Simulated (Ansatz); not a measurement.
ZnSe (zinc blende)

```xyz
2
Lattice="0.0000 2.8665 2.8665 2.8665 0.0000 2.8665 2.8665 2.8665 0.0000" Properties=species:S:1:pos:R:3 pbc="T T T"
Se     4.2998     4.2998     4.2998
Zn     0.0000     0.0000     0.0000
```

The relaxed cell is deformed in two ways at once: its volume V is scaled, and at that volume it is stretched along z (the c axis of the conventional cell) so that c/a changes. Fractional atomic positions are held.

Calculation: PBE (plane waves to 420 eV, PAW, scalar-relativistic; Ansatz, a program for electronic structure). k mesh 10×10×10 (Γ-centred), Fermi-Dirac smearing 0.05 eV. Stress and pressure are positive under compression. ZnSe was relaxed with its symmetry unable to fall.

At one point of the scan the stress tensor (GPa) is:

```
   1.08     0.00     0.00
   0.00     1.08     0.00
   0.00     0.00     0.13
```

### Question
Which point is it?
A) V/V₀ = 0.987, (c/a)/(c/a)₀ = 1.027
B) V/V₀ = 0.987, (c/a)/(c/a)₀ = 0.973
C) V/V₀ = 1.000, (c/a)/(c/a)₀ = 1.027
D) V/V₀ = 0.987, (c/a)/(c/a)₀ = 1.040

### Answer
A, V/V₀ = 0.987, (c/a)/(c/a)₀ = 1.027

(A scan under strain: stresses follow from slopes of the energy per volume, elastic moduli from its curvatures.)
